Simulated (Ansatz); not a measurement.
Pressure gauges and gaskets: equation-of-state parameters at work

Candidates compared on computed values. Bulk modulus and its pressure derivative give the pressure that a small compression needs; a soft, simple solid makes a sensitive pressure gauge, a stiff one a good anvil or seat.

The reference row is MgO. Hydrostatic compression by 5 % of the volume (V₀/V = 1.0526), no change of phase.

**Data**

Levels of theory (Ansatz, a plane-wave PAW program): B₀, B₀′: r²SCAN, Birch–Murnaghan fit of energy against volume; volume per atom: r²SCAN, relaxed cell.

Definitions used: linear estimate = B₀ × compression; P = (B₀/B₀′)[(V₀/V)^B₀′ − 1]; modulus under load = B₀ + B₀′P; relative pressure = P/P_ref.

```tsv
crystal	B₀ (GPa)	B₀′	V (Å³/atom)	linear estimate (GPa)	Murnaghan pressure (GPa)	modulus there (GPa)	pressure (relative)
MgO (rock salt), reference	167	4.1	9.29	8.4	9.527	206	1.00
WGe (P-6m2, hP2)	203	4.4	15.85	10	11.67	254	1.22
Ca3Ir4Si4 (I-43m, cI22)	144	4.5	18.58	7.2	8.303	181	0.87
Ba3PbO (anti-perovskite)	38.7	4.4	33.08	1.9	2.225	48.5	0.23
```

Model phases, started by placing the elements on a structure type or from a typed cell, with no claim that they are known: WGe (P-6m2, hP2). Runs started from generated or typed cells of the structure named: MgO. Whether these are the forms stable at ambient conditions was not checked: Ca3Ir4Si4 (I-43m, cI22); Ba3PbO (anti-perovskite). Spin–orbit coupling is left out unless named.

**Worked example**

Arithmetic for Ca3Ir4Si4 (I-43m, cI22):

1. linear estimate: 144 × 5/100 = 7.2 GPa
2. P = (144/4.5) × (1.0526^4.5 − 1) = 8.303 GPa
3. modulus there: 144 + 4.5 × 8.303 = 181 GPa
4. relative pressure: 8.303/9.527 = 0.87

Arithmetic for MgO:

1. linear estimate: 167 × 5/100 = 8.4 GPa
2. P = (167/4.1) × (1.0526^4.1 − 1) = 9.527 GPa
3. modulus there: 167 + 4.1 × 9.527 = 206 GPa

**Result**

In order of relative pressure, highest first: WGe (P-6m2, hP2) (1.22 ± 0.063), MgO (1.00 ± 0.051), Ca3Ir4Si4 (I-43m, cI22) (0.87 ± 0.045), Ba3PbO (anti-perovskite) (0.23 ± 0.012). The ± follows from allowances picked for this note (B₀ 5 %, B₀′ 0.4), carried to first order and added in quadrature, each row's own inputs moving alone; ≈ joins neighbours closer than their two ± added in quadrature.

**Caveats**

B₀′ is the least certain number of such a fit, often by half a unit. Where several phases of a formula are at hand, those over 0.1 eV/atom above the lowest were not drawn (by r²SCAN where it compared them, else by the largest value; a layered or molecular lowest phase counts only with a dispersion term); other phases could lie lower still. Rows were sampled with a lean to familiar crystals, related or not, whatever their agreement with measurement; tables with many equal figures were not kept. Limits of the draw: no layered crystals, B₀′ of 2 to 8; no unfamiliar magnets, and cubic perovskites only if shown or known to be stable. As a rule kept out of such tables: 4f compounds, open-shell compounds run without a Hubbard term, cells found unstable in the tests at hand, cells close to a higher symmetry, and runs set to a pressure or over 12 % in volume from the crystal's fullest run.
